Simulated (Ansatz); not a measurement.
LaNi2:
```
CELL_PARAMETERS angstrom
      0.00000     3.65495     3.65495
      3.65495     0.00000     3.65495
      3.65495     3.65495     0.00000
ATOMIC_POSITIONS crystal
  La 0.50000 0.50000 0.50000
  La 0.75000 0.75000 0.75000
  Ni 0.12500 0.12500 0.12500
  Ni 0.62500 0.12500 0.12500
  Ni 0.12500 0.12500 0.62500
  Ni 0.12500 0.62500 0.12500
```

Relaxed with r²SCAN. Special points in fractions of this cell's reciprocal vectors: Γ (0.000, 0.000, 0.000); X (0.500, 0.000, 0.500); U (0.625, 0.250, 0.625); K (0.375, 0.375, 0.750); L (0.500, 0.500, 0.500); W (0.500, 0.250, 0.750).

### Question
List the band energies nearest the Fermi level at these points for plane-wave PAW r²SCAN (Ansatz code).

### Answer
In eV from the Fermi level; about four levels below and three above (degenerate sets whole), none deeper than 8.9 eV; points with the same levels are listed once.

```
k                          below                above
-  -----------------------------  -------------------
Γ  -1.24 -1.24 -0.26 -0.26 -0.26  0.16 0.49 0.49 0.49
X        -1.14 -1.14 -1.14 -1.14  0.51 0.51 0.81 0.81
U        -1.34 -1.09 -0.88 -0.01       0.60 1.06 1.30
L  -1.29 -1.29 -1.05 -1.05 -0.26       0.07 0.07 0.55
W        -1.31 -1.31 -0.96 -0.96  0.39 0.39 1.00 1.00
```

Space group Fd-3m (cubic Laves (MgCu2 type)). The workflow started from an entry of the Crystallography Open Database (COD). Its standing as an ambient phase is unchecked. Symmetry was held in the r²SCAN relaxation; its stability against distortions is not shown here. The workflow began spin-polarised and lost its moments. Spin–orbit coupling is left out wherever it is not named.

Potentials: the later of the program's two PAW sets.
